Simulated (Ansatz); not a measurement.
MgS (rock salt, Fm-3m) under volume change, DFT-PBE in the program Ansatz with PAW potentials, scaled uniformly.

| V (Å³/atom) | E − E(relaxed) (meV/atom) | P (GPa) |
|---|---|---|
| 16.270 | 39.2 | 8.46 |
| 16.806 | 16.5 | 5.20 |
| 17.342 | 3.9 | 2.40 |
| 17.879 | 0.0 | 0.00 |
| 18.415 | 3.5 | -2.06 |
| 18.952 | (withheld) | (withheld) |
| 19.488 | (withheld) | (withheld) |

Some entries are withheld; supply them.


- 18.952, E − E(relaxed) (meV/atom): 13.4
- 18.952, P (GPa): -3.82
- 19.488, E − E(relaxed) (meV/atom): 28.8
- 19.488, P (GPa): -5.34

What does a third-order Birch–Murnaghan fit give for V₀, B₀ and B′?

V₀ = 17.88 Å³/atom, B₀ = 73.9 GPa, B′ = 4.1.

Symmetry was held in the PBE relaxation.

Potentials: the later of the program's two PAW sets.
